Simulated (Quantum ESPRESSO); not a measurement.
# BSi3C3N: input and log of a self-consistent run

Computed values, not a measurement. The program is pw.x of Quantum ESPRESSO 7.5 (plane-wave density functional theory). The cell is made up: 8 atoms on a zincblende/diamond lattice, with randomly drawn elements, strain and displacements, not relaxed. PseudoDojo standard norm-conserving files (v0.5 for PBE, v0.4.1 for LDA and PBEsol) set the functional; there is no spin polarisation, spin-orbit coupling or dispersion term, and the masses in the input are unused placeholders.

Input:

```
&control calculation='scf', pseudo_dir='./dojo.nc.sr.pbe.v0_5.standard.upf', outdir='./o', disk_io='medium', tprnfor=.true., tstress=.true. /
&system ibrav=0, nat=8, ntyp=4, nbnd=22, ecutwfc=84.00895049, nosym=.true., tot_charge=0,
 occupations='smearing', smearing='fd', degauss=0.0018374661
/
&electrons conv_thr=7.350e-09, electron_maxstep=60, /
ATOMIC_SPECIES
B 1.0 B.upf
C 1.0 C.upf
N 1.0 N.upf
Si 1.0 Si.upf
CELL_PARAMETERS angstrom
4.4595 0.0292 0.0354
0.0292 4.5241 0.0306
0.0354 0.0306 4.4491
ATOMIC_POSITIONS angstrom
B 0.0415 0.1414 -0.0917
Si 0.1072 2.223 2.106
Si 2.2689 -0.0742 2.2266
Si 2.3185 2.164 0.0868
C 1.0908 1.1879 1.0653
C 1.195 3.3757 3.1736
N 3.2943 1.2308 3.2252
C 3.2919 3.2825 1.1153
K_POINTS automatic
4 4 4 1 1 1
```

The log is shortened where brackets say so; the opening notice, blank lines, dates and the lines on written files are dropped, and the path of the files is cut. It prints rydbergs, bohrs and kilobars, and counts compression as positive stress. With no partly filled state, the Fermi energy that it prints is only some level between the filled and the empty states on the mesh, and need not lie in the true gap.

```
     Program PWSCF v.7.5
     Parallel version (MPI & OpenMP), running on       1 processor cores
     Number of MPI processes:                 1
     Threads/MPI process:                     1
     [start-up lines left out]
     bravais-lattice index     =            0
     lattice parameter (alat)  =       8.4277  a.u.
     unit-cell volume          =     605.6496 (a.u.)^3
     number of atoms/cell      =            8
     number of atomic types    =            4
     number of electrons       =        32.00
     number of Kohn-Sham states=           22
     kinetic-energy cutoff     =      84.0090  Ry
     charge density cutoff     =     336.0358  Ry
     scf convergence threshold =      7.3E-09
     mixing beta               =       0.7000
     number of iterations used =            8  plain     mixing
     Exchange-correlation= PBE
                           (   1   4   3   4   0   0   0)
     [axes and pseudopotential details left out]
   Cartesian axes
     site n.     atom                  positions (alat units)
         1        B      tau(   1) = (   0.0093055   0.0317059  -0.0205618  )
         2        Si     tau(   2) = (   0.0240373   0.4984600   0.4722253  )
         3        Si     tau(   3) = (   0.5087521  -0.0166378   0.4992672  )
         4        Si     tau(   4) = (   0.5198738   0.4852305   0.0194630  )
         5        C      tau(   5) = (   0.2445885   0.2663611   0.2388706  )
         6        C      tau(   6) = (   0.2679531   0.7569282   0.7116116  )
         7        N      tau(   7) = (   0.7386760   0.2759805   0.7231818  )
         8        C      tau(   8) = (   0.7381378   0.7360301   0.2500821  )
     number of k points=    32  Fermi-Dirac smearing, width (Ry)=  0.0018
                       cart. coord. in units 2pi/alat
        k(    1) = (   0.1232302   0.1215911   0.1234820), wk =   0.0625000
        k(    2) = (   0.1212518   0.1199087   0.3741070), wk =   0.0625000
     [further k points left out]
     Dense  grid:    63001 G-vectors     FFT dimensions: (  50,  50,  50)
     Estimated max dynamical RAM per process >      71.07 MB
     Initial potential from superposition of free atoms
     starting charge      31.9978, renormalised to      32.0000
     Starting wfcs are   32 randomized atomic wfcs
     total cpu time spent up to now is        4.9 secs
     per-process dynamical memory:    54.8 Mb
     Self-consistent Calculation
     iteration #  1     ecut=    84.01 Ry     beta= 0.70
     Davidson diagonalization with overlap
     ethr =  1.00E-02,  avg # of iterations =  3.0
     total cpu time spent up to now is       13.2 secs
     total energy              =     -87.40464205 Ry
     estimated scf accuracy    <       1.59194514 Ry
     iteration #  2     ecut=    84.01 Ry     beta= 0.70
     Davidson diagonalization with overlap
     ethr =  4.97E-03,  avg # of iterations =  2.4
     total cpu time spent up to now is       21.3 secs
     total energy              =     -87.78416301 Ry
     estimated scf accuracy    <       1.39371807 Ry
     iteration #  3     ecut=    84.01 Ry     beta= 0.70
     Davidson diagonalization with overlap
     ethr =  4.36E-03,  avg # of iterations =  2.0
     total cpu time spent up to now is       28.1 secs
     total energy              =     -88.01423192 Ry
     estimated scf accuracy    <       0.08593187 Ry
     iteration #  4     ecut=    84.01 Ry     beta= 0.70
     Davidson diagonalization with overlap
     ethr =  2.69E-04,  avg # of iterations =  3.3
     total cpu time spent up to now is       36.7 secs
     total energy              =     -88.04524043 Ry
     estimated scf accuracy    <       0.00330490 Ry
     iteration #  5     ecut=    84.01 Ry     beta= 0.70
     Davidson diagonalization with overlap
     c_bands:  1 eigenvalues not converged
     c_bands:  1 eigenvalues not converged
     ethr =  1.03E-05,  avg # of iterations = 12.1
     total cpu time spent up to now is       47.5 secs
     total energy              =     -88.04653834 Ry
     estimated scf accuracy    <       0.00270722 Ry
     [iterations 6 to 7 left out]
     iteration #  8     ecut=    84.01 Ry     beta= 0.70
     Davidson diagonalization with overlap
     ethr =  1.98E-07,  avg # of iterations =  2.4
     total cpu time spent up to now is       67.3 secs
     total energy              =     -88.04677873 Ry
     estimated scf accuracy    <       0.00000354 Ry
     iteration #  9     ecut=    84.01 Ry     beta= 0.70
     Davidson diagonalization with overlap
     ethr =  1.11E-08,  avg # of iterations =  4.9
     total cpu time spent up to now is       76.5 secs
     total energy              =     -88.04677962 Ry
     estimated scf accuracy    <       0.00000610 Ry
     iteration # 10     ecut=    84.01 Ry     beta= 0.70
     Davidson diagonalization with overlap
     ethr =  1.11E-08,  avg # of iterations =  2.0
     total cpu time spent up to now is       83.4 secs
     total energy              =     -88.04678046 Ry
     estimated scf accuracy    <       0.00000023 Ry
     iteration # 11     ecut=    84.01 Ry     beta= 0.70
     Davidson diagonalization with overlap
     ethr =  7.24E-10,  avg # of iterations =  3.8
     total cpu time spent up to now is       90.5 secs
     total energy              =     -88.04678056 Ry
     estimated scf accuracy    <       0.00000003 Ry
     iteration # 12     ecut=    84.01 Ry     beta= 0.70
     Davidson diagonalization with overlap
     ethr =  8.33E-11,  avg # of iterations =  2.0
     total cpu time spent up to now is       97.7 secs
     End of self-consistent calculation
          k = 0.1232 0.1216 0.1235 (  7883 PWs)   bands (ev):
    -8.5222  -5.3294  -3.0494  -2.7000  -0.1098   0.3004   1.2910   2.7645
     3.2796   3.5223   4.0497   4.6489   5.0435   5.5407   7.2859   7.4282
     9.5199  10.0341  10.4706  11.0503  12.4541  12.5980
     [levels at the other k points left out]
     the Fermi energy is     8.6103 ev
!    total energy              =     -88.04678056 Ry
     estimated scf accuracy    <          5.5E-09 Ry
     smearing contrib. (-TS)   =      -0.00000000 Ry
     internal energy E=F+TS    =     -88.04678056 Ry
     The total energy is F=E-TS. E is the sum of the following terms:
     one-electron contribution =      10.63484980 Ry
     hartree contribution      =      12.94292220 Ry
     xc contribution           =     -30.35442607 Ry
     ewald contribution        =     -81.27012649 Ry
     convergence has been achieved in  12 iterations
     Forces acting on atoms (cartesian axes, Ry/au):
     atom    1 type  1   force =     0.01495122   -0.06838592    0.00408683
     atom    2 type  4   force =    -0.07536926    0.09026469    0.05306985
     atom    3 type  4   force =    -0.00750558    0.03062786   -0.06207432
     atom    4 type  4   force =    -0.06949852    0.05951169   -0.11539839
     atom    5 type  2   force =     0.02118823   -0.14521070   -0.07157930
     atom    6 type  2   force =    -0.04892355    0.00510566    0.13174463
     atom    7 type  3   force =     0.06839241   -0.06221398    0.05360472
     atom    8 type  2   force =     0.09676505    0.09030070    0.00654598
     Total force =     0.351446     Total SCF correction =     0.000029
     Computing stress (Cartesian axis) and pressure
          total   stress  (Ry/bohr**3)                   (kbar)     P=     -217.34
  -0.00134376  -0.00007254  -0.00053097         -197.67      -10.67      -78.11
  -0.00007254  -0.00168445  -0.00021317          -10.67     -247.79      -31.36
  -0.00053097  -0.00021317  -0.00140407          -78.11      -31.36     -206.55
     init_run     :      4.60s CPU      4.72s WALL (       1 calls)
     electrons    :     86.29s CPU     92.83s WALL (       1 calls)
     forces       :      2.32s CPU      2.36s WALL (       1 calls)
     stress       :      7.35s CPU      7.40s WALL (       1 calls)
     [timing details left out]
     PWSCF        :   1m40.73s CPU   1m47.58s WALL
     JOB DONE.
```

In other units: free energy -1197.937 eV for the cell, pressure -21.73 GPa, largest force component 3.734 eV/Å. A rerun of a related cell, with the same atoms placed differently, at 1437 eV and a 6 x 6 x 6 mesh moved values by no more than 0.004 eV in energy, 0.03 GPa in stress and 0.004 eV/Å in force.